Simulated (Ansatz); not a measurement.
NbCd3:
```
CELL_PARAMETERS angstrom
      4.27187     0.00000     0.00000
      0.00000     4.27187     0.00000
      0.00000     0.00000     4.27187
ATOMIC_POSITIONS crystal
  Cd 0.00000 0.50000 0.50000
  Cd 0.50000 0.00000 0.50000
  Cd 0.50000 0.50000 0.00000
  Nb 0.00000 0.00000 0.00000
```

Relaxed with r²SCAN. Special points in fractions of this cell's reciprocal vectors: Γ (0.000, 0.000, 0.000); X (0.000, 0.500, 0.000); M (0.500, 0.500, 0.000); R (0.500, 0.500, 0.500).

Q: List the band energies nearest the Fermi level at these points for DFT-r²SCAN with spin–orbit coupling in the program Ansatz with PAW potentials.

A: In eV from the Fermi level; about four levels below and three above (degenerate sets whole), none deeper than 8.9 eV; points with the same levels are listed once.

```csv
k,below,above
Γ,-0.94 -0.94 -0.94 -0.94,0.13 0.13 0.13 0.13
X,-0.93 -0.93 -0.78 -0.78,1.11 1.11 1.17 1.17
M,-0.41 -0.41 -0.37 -0.37,1.29 1.29 1.91 1.91
R,-1.37 -1.37 -1.37 -1.37 -1.34 -1.34,1.66 1.66 1.66 1.66
```

Space group Pm-3m (Cu3Au type). The workflow started from an entry of the Crystallography Open Database (COD). Whether it is the stable phase at ambient conditions was not checked. Symmetry was held in the r²SCAN relaxation; its stability against distortions is not shown here. The run is not spin-polarised.

Potentials: the later of the program's two PAW sets.
